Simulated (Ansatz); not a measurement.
**TiC (rock salt), generalised stacking-fault energy along a line**

TiC (rock salt) is sheared across one {100} plane: the third cell vector gains the shift, so faults repeat every 6.5 Å. The cut lies between planes 2.17 Å apart; the cell height is held.

```
CELL_PARAMETERS angstrom
      3.06392     0.00000     0.00000
      0.00000     3.06392     0.00000
      1.53196     1.53196     6.49955
ATOMIC_POSITIONS crystal
  C  0.00000 0.00000 0.83333
  C  0.33333 0.33333 0.16667
  C  0.66667 0.66667 0.50000
  Ti 0.50000 0.50000 0.83333
  Ti 0.83333 0.83333 0.16667
  Ti 0.16667 0.16667 0.50000
```

In-plane vectors a = (3.064, 0.000) Å, b = (0.000, 3.064) Å, area 9.39 Å². The shift is s times the vector a (length 3.064 Å), so s = 1 restores the start. The shift is rigid: no atom relaxes. γ = [E(shift) − E(0)] / area.

The numbers are results of PBE (plane waves to 420 eV, PAW, scalar-relativistic; Ansatz, an electronic-structure program), not measurements. k mesh 13×13×13 (Γ-centred), Fermi-Dirac smearing 0.05 eV. E is the zero-smearing estimate. Stress and pressure are positive under compression. With partly filled bands, the k mesh leaves noise in γ, roughly 0.02 J/m² as judged from a few cases. Faults lie only 6.5 Å apart, and holding the cell height and the atoms raises γ above its relaxed value. TiC is run without spin polarisation. TiC was relaxed with its symmetry unable to fall. γ is measured from zero shift.

```
s      γ (J/m²)  σ normal to the fault (GPa)
-----  --------  ---------------------------
0.000      0.00                          0.0
0.083      0.28                          1.2
0.167      1.03                          4.1
0.250      1.94                          6.8
0.333      2.75                          7.2
0.417      3.30                          5.2
0.500      3.49                          3.5
0.583      3.30                          5.2
0.667      2.75                          7.2
0.750      1.94                          6.8
0.833      1.03                          4.1
0.917      0.28                          1.2
```

Read from the data:

```
Quantity                                                                        Result
------------------------------------------------------------  ------------------------
Highest computed γ on the line                                               3.49 J/m²
Position of the highest point                                                s = 0.500
Local minima between the ends                                 no computed point is one
Steepest slope dγ/d(shift) before the first maximum (spline)                    37 GPa
```

(The slope of γ gives the shear force per area between the displaced halves; near zero shift its curvature is an elastic stiffness.)
